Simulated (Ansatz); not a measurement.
Hf2C:
```
Hf2C
1.0
    3.58355     0.00000     0.00000
    0.00000     3.58355     0.00000
    0.00000     0.00000     6.79480
Hf C
4 2
Cartesian
  0.00000   0.00000   0.00000
  1.79177   1.79177   0.00000
  1.79177   0.00000   2.50860
  0.00000   1.79177   4.28620
  1.79177   0.00000   4.95476
  0.00000   1.79177   1.84004
```

This is the PBEsol-relaxed structure.

Q: All from DFT-PBEsol in the program Ansatz with PAW potentials, unless another level is named. Give the electronic character.

A: metallic (no gap).

Q: And the density of states at the Fermi level?

A: 0.39 states/eV per atom (mean over ±0.08 eV).

Q: What about the formation energy from the elements (no fitted shifts)?

A: 0.097 eV/atom.

Space group P4/nmm. A made-up cell: these elements were put on the sites of a structure type; neither database checked (COD, Materials Project) lists it. Whether it is the stable phase at ambient conditions was not checked. The cell was relaxed with PBEsol under the symmetry of its start; its stability against distortions is not shown here. No spin polarisation was allowed. The references are the lowest solids computed at this level, not always the standard phases. Spin–orbit coupling is left out wherever it is not named.

Potentials: the later of the program's two PAW sets.
